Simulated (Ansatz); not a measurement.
TiRh:
```
CELL_PARAMETERS angstrom
      2.90017     0.00000     0.00000
      0.00000     2.90017     0.00000
      0.00000     0.00000     3.34246
ATOMIC_POSITIONS crystal
  Ti 0.50000 0.50000 0.50000
  Rh 0.00000 0.00000 0.00000
```

Relaxed with LDA. Special points in fractions of this cell's reciprocal vectors: Γ (0.000, 0.000, 0.000); X (0.000, 0.500, 0.000); M (0.500, 0.500, 0.000); Z (0.000, 0.000, 0.500); R (0.000, 0.500, 0.500); A (0.500, 0.500, 0.500).

List the band energies nearest the Fermi level at these points for LDA (plane waves, PAW; program Ansatz).

In eV from the Fermi level; about four levels below and three above (degenerate sets whole), none deeper than 8.9 eV; points with the same levels are listed once.

| k | below | above |
|---|---|---|
| Γ | -5.44 -2.58 -2.58 -1.68 | 0.22 1.39 2.79 |
| X | -2.49 -1.72 -1.02 -0.34 | 0.70 1.56 1.73 |
| M | -5.27 -4.54 -4.54 -0.26 | 0.93 1.79 1.79 |
| Z | -2.27 -2.27 -1.41 -1.28 -0.62 | 0.94 0.94 2.15 |
| R | -5.38 -3.39 -3.22 -1.56 | 0.29 0.67 0.69 |
| A | -1.60 -1.60 -1.09 -0.24 | 2.36 3.19 9.10 |

Space group P4/mmm (L1₀ or tetragonal B2). The workflow started from a Materials Project entry (that database holds measured and hypothetical structures alike); the Crystallography Open Database files this formula in space group No. 123, but the cells were not matched. Whether it is the stable phase at ambient conditions was not checked. The cell was relaxed with LDA under the symmetry of its start; of distortions, only those at the zone centre were tested. No spin polarisation was allowed. Spin–orbit coupling is left out wherever it is not named.

Potentials: the later of the program's two PAW sets.
